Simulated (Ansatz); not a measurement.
Given:

Al$_{2}$Cu:
```cif
data_Al2Cu
_chemical_formula_sum 'Al2 Cu1'
_space_group_name_H-M_alt 'P 1'
_space_group_IT_number 1
_cell_length_a 4.00927
_cell_length_b 4.00927
_cell_length_c 4.00927
_cell_angle_alpha 60.000
_cell_angle_beta 60.000
_cell_angle_gamma 60.000
loop_
_space_group_symop_operation_xyz
  'x, y, z'
loop_
_atom_site_label
_atom_site_type_symbol
_atom_site_fract_x
_atom_site_fract_y
_atom_site_fract_z
_atom_site_occupancy
Al1 Al 0.25000 0.25000 0.25000 1
Al2 Al 0.75000 0.75000 0.75000 1
Cu1 Cu 0.50000 0.50000 0.50000 1
```

This is the LDA-relaxed structure.

**Question.** All from DFT-LDA in the program Ansatz with PAW potentials, unless another level is named. Give the formation energy from the elements (no fitted shifts).

**Answer.** -0.21 eV/atom.

**Question.** Next, the density of states at the Fermi level?

**Answer.** 0.28 states/eV per atom (mean over ±0.08 eV).

Space group Fm-3m (fluorite or antifluorite type). The workflow started from a Materials Project entry (that database holds measured and hypothetical structures alike); the Crystallography Open Database copy checked does not list it. It is not the phase usual at ambient conditions (space group No. 140). Symmetry was held in the LDA relaxation; of distortions, only those at the zone centre were tested. No spin polarisation was allowed. The references are the lowest solids computed at this level, not always the standard phases.

Potentials: the later of the program's two PAW sets.
